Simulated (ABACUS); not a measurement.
Input and output of a self-consistent single point for Mg2ZnO3 (P-3m1, 6 atoms in the cell; from Materials Project mp-1222123, changed as shown) (ABACUS).

All values come from this method and carry its errors: PBEsol, numerical atomic orbitals DZP (confined pseudo-atomic orbitals with Gaussian additions; energy shift 0.003 Ry), PseudoDojo 0.4 standard norm-conserving PBEsol (tails mended) pseudopotentials in ABACUS.

The change in words: volume scaled by 0.98. Reference geometry (P-3m1):
```yaml
crystal:
  lattice:
    - [3.03300, 0.00000, 0.00000]
    - [-1.51650, 2.62665, 0.00000]
    - [0.00000, 0.00000, 7.40332]
  atoms:
    - { symbol: Mg, position: [0.33333, 0.66667, 0.66580] }
    - { symbol: Mg, position: [0.66667, 0.33333, 0.33420] }
    - { symbol: Zn, position: [0.00000, 0.00000, 0.00000] }
    - { symbol: O, position: [0.33333, 0.66667, 0.17262] }
    - { symbol: O, position: [0.66667, 0.33333, 0.82738] }
    - { symbol: O, position: [0.00000, 0.00000, 0.50000] }
```

Reference input (self-consistent single point, DFT, PBEsol, numerical atomic orbitals DZP (confined pseudo-atomic orbitals with Gaussian additions; energy shift 0.003 Ry), PseudoDojo 0.4 standard norm-conserving PBEsol (tails mended) pseudopotentials): basis = DZP numerical atomic orbitals, energy shift 0.003 Ry; KPT = Gamma 10 10 4 0 0 0; basis_type = lcao; ecutwfc = 100 Ry; smearing_method = fixed; potentials = PseudoDojo 0.4 standard norm-conserving PBEsol (tails mended); symmetry = 1; ks_solver = genelpa; scf_nmax = 100; scf_thr = 1.0e-06; mixing_type = broyden. This run's input differs from it in these lines:

```diff
@@ -33,5 +33,5 @@
 LATTICE_VECTORS
-   3.0330000000    0.0000000000    0.0000000000
-  -1.5165000000    2.6266550000    0.0000000000
-   0.0000000000    0.0000000000    7.4033200000
+   3.0126430000    0.0000000000    0.0000000000
+  -1.5063210000    2.6090250000    0.0000000000
+   0.0000000000    0.0000000000    7.3536290000
 
@@ -43,4 +43,4 @@
 2
-  -0.0000015165    1.7511042089    4.9291304560
-   1.5165015165    0.8755507911    2.4741895440
+  -0.0000011730    1.7393508697    4.8960461882
+   1.5063231730    0.8696741303    2.4575828118
 
@@ -54,5 +54,5 @@
 3
-  -0.0000015165    1.7511042089    1.2779610984
-   1.5165015165    0.8755507911    6.1253589016
-   0.0000000000    0.0000000000    3.7016600000
+  -0.0000011730    1.7393508697    1.2693834380
+   1.5063231730    0.8696741303    6.0842455620
+   0.0000000000    0.0000000000    3.6768145000
 # file: KPT
```

Output, abridged:

```
 SELF-CONSISTENT
 -------------------------------------------

                  longest orb rcut (Bohr) = 8.7
   longest nonlocal projector rcut (Bohr) = 1.9
                     search radius (Bohr) = 21.2

                          real space grid = [ 40, 40, 90 ]
                                 init_chg = atomic

 LCAO ALGORITHM --------------- ION=   1  ELEC=   1--------------------------------

 Density error is 0.0878179689218
 E_KohnSham     -753.9380786750      -10257.8538091528
 E_Fermi        0.6522634608         8.8744996641

 LCAO ALGORITHM --------------- ION=   1  ELEC=   2--------------------------------

   [... lines left out ...]

   [... 6 blocks of this kind left out ...]

 LCAO ALGORITHM --------------- ION=   1  ELEC=   9--------------------------------

 Density error is 1.16041636712e-06
 E_KohnSham     -754.4371096463      -10264.6434738410
 E_Fermi        0.7005701338         9.5317456688

 LCAO ALGORITHM --------------- ION=   1  ELEC=  10--------------------------------

 Density error is 1.09536264678e-07
 E_KohnSham     -754.4371096464      -10264.6434738412
 E_KS(sigma->0) -754.4371096464      -10264.6434738412
 E_entropy(-TS) 0.0000000000         0.0000000000
 E_Fermi        0.7005692617         9.5317338027
 charge density convergence is achieved
 final etot is -10264.643474 eV
 EFERMI = 9.5317338027 eV

 STATE ENERGY(eV) AND OCCUPATIONS    NSPIN == 1
   [... 36 lines left out ...]

 TOTAL-FORCE (eV/Angstrom)
                       Mg1         0.0000163176        -0.0000094210        -0.0470092338
                       Mg2        -0.0000163176         0.0000094210         0.0470092338
                       Zn1         0.0000000000         0.0000000000         0.0000000000
                        O1         0.0000090014        -0.0000051970        -0.1837651208
                        O2        -0.0000090014         0.0000051970         0.1837651208
                        O3         0.0000000000         0.0000000000         0.0000000000

 TOTAL-STRESS (KBAR)
        -6.4924572265         0.0023368676        -0.0015640353
         0.0023368676        -6.4897621256         0.0009029966
        -0.0015640353         0.0009029966        -7.0376486209
 TOTAL-PRESSURE: -6.673289 KBAR

 --------------------------------------------
 !FINAL_ETOT_IS -10264.6434738412135630 eV
 --------------------------------------------
```

The run converged in 10 iterations. Against the reference run the free energy goes down by 2.8 meV/atom, the pressure goes from -3.81 to -0.67 GPa, the largest force goes from 0.196 to 0.184 eV/Å and the gap on the mesh goes from 2.805 to 2.946 eV.

The atom-centred basis is finite, which shifts total energies, pressures, gaps and forces against plane waves. The structure comes from a collection of computed structures, made at another level of theory; the collection holds predicted forms beside known ones.

Cost on one core: roughly 70 core-seconds.

The atomic orbitals were generated for these runs; they are not ABACUS's published sets and were checked against plane waves on a few crystals only.

“Tails mended”: in these copies of the files the far tail of each local potential was reset to the Coulomb form.
